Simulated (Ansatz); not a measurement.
Cd3Re, all-electron reference calculation

System: artificial Cd3Re in the Cu3Au structure, strained and with atoms displaced, expanded.

Level of theory: DFT, PBE, all-electron full-potential LAPW, scalar-relativistic, point nucleus in Ansatz. 2×2×2 (half-step shift) k-points (coarse, not zone-converged), Fermi–Dirac occupations at kT = 0.15 eV. In metals such a mesh can move stress, forces and moments by their own size. Spin-restricted. The cell's electron count is odd, so a run with spin could end lower. Atoms are numbered as listed.

```
CELL_PARAMETERS angstrom
4.64595 0.10344 0.03177
0.10344 4.35630 0.02423
0.03177 0.02423 4.59561
ATOMIC_POSITIONS crystal
Re 0.21845 0.06738 0.38521
Cd 0.31868 0.59580 0.95915
Cd 0.79516 0.06378 0.94271
Cd 0.73962 0.59571 0.48773
```

Forces in eV/Å:
```
Re1   0.153  0.150  0.462
Cd2  -0.610 -0.311  0.017
Cd3   0.088  0.347  0.165
Cd4   0.370 -0.186 -0.644
```

Stress tensor (GPa, compression positive):
```
-11.33  -0.53   1.04
 -0.53 -10.46   1.00
  1.04   1.00  -9.31
```

The all-electron E − TS, for this scheme is -910941.396 eV. The pressure is -10.37 GPa and the largest force is 0.765 eV/Å.

# Single point on Cd3Re

System: generated Cd3Re built from the Cu3Au structure and then distorted, one atom being moved towards a neighbour.

Method as above, mesh 2×2×2 with shift 0.5, 0.5, 0.5. No spin polarisation. The cell's electron count is odd, so a run with spin could end lower.

Extended XYZ with forces in eV/Å (energy in eV, pressure in GPa):

```xyz
4
Lattice="4.0291 0.1100 0.1049 0.1100 4.3396 -0.0016 0.1049 -0.0016 4.3345" Properties=species:S:1:pos:R:3:forces:R:3 pbc="T T T" free_energy=-910941.9810 pressure=3.66
Re    1.6762    2.0199    2.6688    0.9317   -0.3368   -0.1773
Cd    1.7265    4.4660    4.7893    1.3272   -1.4756   -0.4036
Cd    3.7688    2.0323    4.8356   -1.0297    1.1734   -0.0365
Cd    3.8746    4.0981    2.5767   -1.2291    0.6391    0.6175
```

Stress (GPa; xx, yy, zz, yz, xz, xy; compression positive): 5.32, 4.23, 1.42, -1.24, -3.17, -5.33.
